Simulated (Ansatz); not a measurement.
**LiH5: start and end of a relaxation**

Recipe of this trial structure of LiH5: SmNi5 type (P6/mmm) distorted into a subgroup (P6mm, No. 183) (largest shift (Å) 0.25). The dimensions are guesses.

start:

Space group P6mm (No. 183). a = 4.258 Å, b = 4.258 Å, c = 3.312 Å, α = 90.00°, β = 90.00°, γ = 120.00°
```json
{"atom": "Li", "site": "1a", "symmetry": "6mm", "x": "0.0000", "y": "0.0000", "z": "0.0739"}
{"atom": "H", "site": "2b", "symmetry": "3m.", "x": "0.3333", "y": "0.6667", "z": "0.0140"}
{"atom": "H", "site": "3c", "symmetry": "2mm", "x": "0.5000", "y": "0.0000", "z": "0.4660"}
```

All numbers below come from DFT PBE, scalar-relativistic, plane waves, PAW (Ansatz). Cutoff 420 eV, Gaussian smearing, Γ-centred meshes. Cell and atoms relax first on a coarse mesh and then on a finer one. In between, the cell is made exact in the group found at 0.06 Å. In metals the finer mesh still leaves noise of several meV/atom or more. The steps can't lower the symmetry of their start. No spin polarisation.

end:

Space group P6/mmm (No. 191). a = 4.129 Å, b = 4.129 Å, c = 4.594 Å, α = 90.00°, β = 90.00°, γ = 120.00°
```json
{"atom": "Li", "site": "1a", "symmetry": "6/mmm", "x": "0.0000", "y": "0.0000", "z": "0.0000"}
{"atom": "H", "site": "2c", "symmetry": "-6m2", "x": "0.3333", "y": "0.6667", "z": "0.0000"}
{"atom": "H", "site": "3f", "symmetry": "mmm", "x": "0.5000", "y": "0.0000", "z": "0.0000"}
```

The symmetry goes from P6mm (No. 183) to P6/mmm (No. 191). The volume per atom grows by 30.4 %, from 8.7 to 11.3 Å³. The shortest distance goes from 1.94 Å (H–H) to 1.19 Å (H–H). The energy falls by about 0.70 eV/atom (the start's value is from the coarse mesh). The end is written in a standard setting, so origin, axes and order of atoms can differ from the start's.

| Quantity | Value |
| --- | --- |
| Volume per atom | 11.3 Å³ |
| Density | 0.3 g/cm³ |
| Energy over the elements | +0.43 eV/atom |
| Gap on the 12×12×8 mesh of the 6-atom cell | 0 eV (the bands overlap slightly) |

Formation energies are uncorrected and refer to the elements' standard structures at the same level (H₂ as a molecule). A positive value: parting into the elements would lower its energy.

The last run used Gaussian smearing of 0.10 eV. Weakly bound directions are ill-defined at this level, which has no dispersion term. The zero gap may come from the functional, which often closes small gaps, or the cell may be a true semimetal. With hydrogen, zero-point motion can shift formation energies by some tens of meV/atom. A structure relaxed within its symmetry needn't be a true minimum. In all, the 4 runs took 53 s on 1 thread of Intel(R) Xeon(R) 6975P-C (Granite Rapids), on a shared host.
